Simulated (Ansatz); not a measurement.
**Property card for VCo3**

VCo₃:
```cif
data_Co3V
_chemical_formula_sum 'V1 Co3'
_space_group_name_H-M_alt 'Pm-3m'
_space_group_IT_number 221
_space_group_name_Hall '-P 4 2 3'
_cell_length_a 3.43222
_cell_length_b 3.43222
_cell_length_c 3.43222
_cell_angle_alpha 90.000
_cell_angle_beta 90.000
_cell_angle_gamma 90.000
loop_
_atom_site_label
_atom_site_type_symbol
_atom_site_symmetry_multiplicity
_atom_site_Wyckoff_symbol
_atom_site_fract_x
_atom_site_fract_y
_atom_site_fract_z
_atom_site_occupancy
V1 V 1 a 0.00000 0.00000 0.00000 1
Co1 Co 3 c 0.00000 0.50000 0.50000 1
```

Space group Pm-3m (No. 221), Cu3Au type; conventional cell a = b = c = 3.4322 Å, α = β = γ = 90.00°.

Method: LDA in the plane-wave PAW code Ansatz. Geometry: relaxed at this level of theory. Other levels are named where they apply.

**Cell and energy**

```yaml
volume_per_atom: 10.11 Å³
density: 9.35 g/cm³
Formation energy from the elements (no fitted shifts): -0.27 eV/atom
```

**Electronic structure**

```yaml
electronic_character: metallic (no gap)
Density of states at the Fermi level: 0.73 states/eV per atom (mean over ±0.08 eV)
```

**Mechanics**

```yaml
Bulk modulus (Birch–Murnaghan fit): 301 GPa
Pressure derivative B′: 4.5
Elastic constants (relaxed ions, GPa): C11 = 455, C12 = 224, C44 = 226
mechanical_stability: stable (all eigenvalues of C positive)
hill_bulk_and_shear_moduli: 301 and 173 GPa
Young's modulus: 435 GPa
Poisson's ratio: 0.26
debye_temperature_from_the_elastic_constants: 658 K
```

**Phonons**

```yaml
highest_zone_centre_frequency: 287 cm^-1
zone_centre_stability: no imaginary mode at Γ
```

The workflow started from a Materials Project entry (that database holds measured and hypothetical structures alike); the Crystallography Open Database copy checked does not list it. Whether it is the stable phase at ambient conditions was not checked. The LDA relaxation kept the symmetry of its start. No spin polarisation was allowed. As this level gives no gap, shear constants depend on the k-mesh and smearing (Fermi–Dirac, 0.1 eV here). As this level gives no gap, phonon frequencies hold no LO–TO term and depend on the k-mesh and smearing (Fermi–Dirac, 0.1 eV here). On the denser mesh and wider smearing of the elastic run this cell carries a stress of 0.3 GPa. The references are the lowest solids computed at this level, not always the standard phases.

Potentials: the later of the program's two PAW sets.
